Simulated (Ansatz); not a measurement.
## Computed scan of one atom of the cell: KCl (rock salt)

Starting cell, KCl (rock salt):

```yaml
crystal:
  lattice:
    - [0.00000, 3.14616, 3.14616]
    - [3.14616, 0.00000, 3.14616]
    - [3.14616, 3.14616, 0.00000]
  atoms:
    - { symbol: Cl, position: [0.00000, 0.00000, 0.00000] }
    - { symbol: K, position: [0.50000, 0.50000, 0.50000] }
```

In each cell atom 1 (Cl, nearest neighbour K at 3.146 Å; its periodic images, 4.4 Å or more away, move with it) moves by s·(0.000, 0.000, 1.000) (along Cartesian z), the rest being held.

Level of theory: r2SCAN (plane waves to 500 eV, PAW, scalar-relativistic; Ansatz, an electronic-structure program). k mesh 7×7×7 (Γ-centred), Fermi-Dirac smearing 0.05 eV. Energies are smeared free energies. Compression counts positive. Left out: 2 of 11 points, with atoms too close for the PAW data. F∥ is the force on the atom along that direction. KCl was relaxed with its symmetry unable to fall. The zero of ΔE is the undisplaced structure.

```csv
s (Å),ΔE (meV/cell),F∥ (eV/Å),P (GPa)
-0.752,851,3.641,6.4
-0.564,359,1.781,3.1
-0.376,126,0.806,1.2
-0.188,27,0.302,0.3
0.000,0,0.000,0.0
0.188,27,-0.302,0.3
0.376,126,-0.806,1.2
0.564,359,-1.781,3.1
0.752,851,-3.641,6.4
```

Key numbers:

```
Item                                                                                                                                                           Value
-----------------------------------------------------------------  -------------------------------------------------------------------------------------------------
Energy at s = 0.752 Å                                                                                                                                   851 meV/cell
Force along the line at s = -0.752 Å                                                                                                                       3.64 eV/Å
Symmetry of the curve                                                                                                                  even: the same for both signs
Shape of the curve                                                                                    a single well with its minimum at or next to zero displacement
Force constant k = d²E/ds² at s = 0 (finite differences)                                                                                                  1.43 eV/Å²
Harmonic estimate at the end of the scan                           ½ks² = 403 meV/cell against the computed 851 meV/cell, so the well is stiffer than harmonic there
Zone-centre optical wavenumber from k (transverse: no LO-TO term)                                                                                           144 cm⁻¹
```

(For displaced atoms, the force is minus the slope of the energy, and its curvature is a force constant, which sets phonon frequencies.)
